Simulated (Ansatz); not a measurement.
## A plane-wave run on Cu₂SnHgS₄

The input, for Ansatz 0.2.0 (plane waves, PAW):

```yaml
crystal:
  lattice:
    - [0.0, 5.657203, 0.0]
    - [5.657203, 0.0, 0.0]
    - [2.828602, 2.828602, -5.43436]
  atoms:
    - { symbol: S, position: [0.4, 0.4, 0.7358] }
    - { symbol: S, position: [0.6, 0.1358, 0.2642] }
    - { symbol: S, position: [0.8642, 0.8642, 0.7358] }
    - { symbol: S, position: [0.1358, 0.6, 0.2642] }
    - { symbol: Sn, position: [0.5, 0.5, 0.0] }
    - { symbol: Hg, position: [0.0, 0.0, 0.0] }
    - { symbol: Cu, position: [0.75, 0.25, 0.5] }
    - { symbol: Cu, position: [0.25, 0.75, 0.5] }
  symmetry: { tolerance: 0.0003 }
kpoints:
  mp_grid: { grid: [5, 5, 5], shift: [0, 0, 0] }
  band_path:
    path:
      - [0.0, 0.0, 0.0]
      - [0.5, 0.5, 0.5]
      - [0.5, 0.5, 0.25]
      - [0.0, 0.5, 0.0]
      - [0.0, 0.0, 0.0]
      - [0.0, 0.0, -0.5]
      - [0.0, 0.36453824, -0.31773088]
      - [0.0, 0.63546176, 0.31773088]
      - [0.0, 0.0, 0.0]
      - [0.5, 0.5, 0.5]
      - [0.36453824, 0.63546176, 0.5]
    npoints: 6
magnetization:
  spin_polarized: false
scf:
  occupations: { method: fermi_dirac, width: 0.0197 }
  lower_state_search: "off"
  max_iter: 200
hamiltonian:
  pseudopotentials: { kind: paw }
  xc: r2scan
basis:
  ecutwfc: 500
  fft_grid_basis: typed
output:
  forces: true
  stress: true
  eigenvalues: true
  bader: true
  populations: true
  elf: true
  write_potential: true
  volumetric_format: npy
  dos:
    e_range: [-12, 8]
    de: 0.05
    projected: { site_lists: { Cu: [Cu], Hg: [Hg], S: [S], Sn: [Sn] } }
checkpoint:
  read: saved_state
```

The run starts from an earlier solution of this cell. 

Output (shortened):

```
SCF iter   1: F=-36754.9537 eV  Δρ=1.00e-3  dr2=8.17e-4  dr2_τ=2.33e-4
SCF iter   2: F=-36754.9539 eV  Δρ=6.84e-4  dr2=4.39e-4  dr2_τ=4.62e-5
SCF iter   3: F=-36754.9543 eV  Δρ=3.75e-4  dr2=1.00e-4  dr2_τ=2.64e-5
SCF iter   4: F=-36754.9543 eV  Δρ=1.18e-4  dr2=1.45e-5  dr2_τ=2.43e-6
SCF iter   5: F=-36754.9542 eV  Δρ=2.46e-5  dr2=1.00e-6  dr2_τ=5.90e-8
SCF iter   6: F=-36754.9542 eV  Δρ=1.30e-5  dr2=2.52e-7  dr2_τ=3.53e-9
SCF iter   7: F=-36754.9542 eV  Δρ=2.41e-6  dr2=1.28e-8  dr2_τ=6.14e-10
Free energy (F): -36754.9542 eV
Harris-Foulkes:  -36754.9542 eV  (|F-HF|=8.57e-9)
Internal energy: -36754.9541 eV  (E = F + TS)
E sigma→0 (E₀):  -36754.9542 eV
Entropy (-TS):    0.0000 eV (-0.009 meV/atom)
Fermi energy:    8.2256 eV
--- Stress (GPa, compression-positive) ---
        0.1665       0.0000       0.0000
        0.0000       0.1665       0.0000
        0.0000       0.0000       1.4487
  P = ⅓ Tr σ = 0.5939 GPa (5.939 kbar)
--- Löwdin populations: 8 sites ---
  site symbol       q [e]
     0      S      6.6350
     1      S      6.6350
     2      S      6.6350
     3      S      6.6350
     4     Sn     13.0893
     5     Hg     18.8809
     6     Cu     18.4087
     7     Cu     18.4087
  spilling = 0.0070 (of n_electrons = 96.0000)
```

Origin: a known structure type with other elements, at an estimated volume, so it need not be a known compound.
